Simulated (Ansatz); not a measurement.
Relaxed Sn (beta-Sn type, space group I4_1/amd):

```yaml
crystal:
  lattice:
    - [-2.91656, 2.91656, 1.57902]
    - [2.91656, -2.91656, 1.57902]
    - [2.91656, 2.91656, -1.57902]
  atoms:
    - { symbol: Sn, position: [0.75000, 0.25000, 0.50000] }
    - { symbol: Sn, position: [0.00000, 0.00000, 0.00000] }
```

Scan: atom 2 (Sn, nearest neighbour Sn at 3.022 Å; its periodic images, 3.2 Å or more away, move with it) is displaced along Cartesian z, direction (0.000, 0.000, 1.000) in Cartesian axes, by s. The other atoms stay.

The numbers are results of PBEsol (plane waves to 420 eV, PAW, scalar-relativistic; Ansatz, a program for electronic structure), not measurements. k mesh 13×13×13 (Γ-centred), Fermi-Dirac smearing 0.05 eV. The energy includes the smearing's −TS. With partly filled bands, energies and forces of such displacements shift with the k mesh and the smearing. F∥ is the force on the atom along that direction. Sn was relaxed with its symmetry unable to fall. The PAW data are Ansatz's earlier set. ΔE is measured from the undisplaced structure.

| s (Å) | ΔE (meV/cell) | F∥ (eV/Å) |
|---|---|---|
| -0.910 | 50.1 | -0.045 |
| -0.728 | 52.2 | 0.023 |
| -0.546 | 42.2 | 0.083 |
| -0.364 | 23.7 | 0.111 |
| -0.182 | 6.5 | 0.070 |
| 0.000 | 0.0 | 0.000 |
| 0.182 | 6.5 | -0.070 |
| 0.364 | 23.7 | -0.111 |
| 0.546 | 42.2 | -0.083 |
| 0.728 | 52.2 | -0.023 |
| 0.910 | 50.1 | 0.045 |

What the scan shows:

| Item | Value |
|---|---|
| Energy at s = 0.910 Å | 50.1 meV/cell |
| Force along the line at s = -0.910 Å | -0.045 eV/Å |
| Symmetry of the curve | even: the same for both signs |
| Force constant k = d²E/ds² at s = 0 (finite differences) | 0.41 eV/Å² |
| Harmonic estimate at the end of the scan | ½ks² = 170.2 meV/cell against the computed 50.1 meV/cell, so the well is softer than harmonic there |
| Zone-centre optical wavenumber from k | 43 cm⁻¹ |

The 11 points together took about 110 core-seconds (a rough figure).

(A displaced cell: forces are minus the slopes of the energy, force constants its curvatures, and phonons follow from these.)
